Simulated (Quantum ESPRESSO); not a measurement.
```cif
data_F4Li4
_chemical_formula_sum 'Li4 F4'
_space_group_name_H-M_alt 'Fm-3m'
_space_group_IT_number 225
_space_group_name_Hall '-F 4 2 3'
_cell_length_a 3.90508
_cell_length_b 3.90508
_cell_length_c 3.90508
_cell_angle_alpha 90.000
_cell_angle_beta 90.000
_cell_angle_gamma 90.000
loop_
_atom_site_label
_atom_site_type_symbol
_atom_site_symmetry_multiplicity
_atom_site_Wyckoff_symbol
_atom_site_fract_x
_atom_site_fract_y
_atom_site_fract_z
_atom_site_occupancy
Li1 Li 4 a 0.00000 0.00000 0.00000 1
F1 F 4 b 0.50000 0.50000 0.50000 1
```
(The calculation used a cell of 2 atoms; values per cell refer to that cell.)

Cell and atoms were relaxed with LDA from Materials Project entry mp-1138, within its symmetry.

What does LDA (Quantum ESPRESSO, PseudoDojo norm-conserving, 84 Ry, scalar-relativistic) give for the electronic structure near the Fermi level?

The LDA gap is 9.75 eV and nearly direct: the edges lie at 82 % of the way from K to Γ and Γ, the smallest direct gap within 0.02 eV of it. Another valence extremum on the path lies within 0.02 eV, too close to call.
